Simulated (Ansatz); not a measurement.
SrO (rock salt, Fm-3m), DFT-PBE in the program Ansatz with PAW potentials. The conduction-band minimum lies at X, with 3 equivalent valleys. Second derivatives d²E/dk² of the lowest band at one valley (eV·Å²), along Cartesian directions:

```json
[
 {"direction": "[100]", "d²E/dk²": "6.213"},
 {"direction": "[010]", "d²E/dk²": "18.72"},
 {"direction": "[001]", "d²E/dk²": "18.72"},
 {"direction": "[110]", "d²E/dk²": "12.47"},
 {"direction": "[101]", "d²E/dk²": "12.47"},
 {"direction": "[011]", "d²E/dk²": "18.72"}
]
```

### Question
Find the principal effective masses, the density-of-states mass and the conductivity mass.

### Answer
Off-diagonal terms follow from H_xy = H[110] − (H_xx + H_yy)/2, and m*/mₑ = 7.620 eV·Å² over each eigenvalue: 0.41, 0.41, 1.2. One valley's DOS mass (m₁m₂m₃)^(1/3) = 0.59, conductivity mass 3/(Σ 1/mᵢ) = 0.52 mₑ.

### Question
What effective density of states Nc follows at 300 K for parabolic valleys?

### Answer
Nc = 2.509e19 × 3 × (0.59)^(3/2) ≈ 3.4e19 cm⁻³.

The PBE relaxation kept the symmetry of its start. Spin–orbit coupling is left out wherever it is not named.

Potentials: the later of the program's two PAW sets.

Edges and masses are those of Kohn–Sham bands, whose gap is no quasiparticle gap.
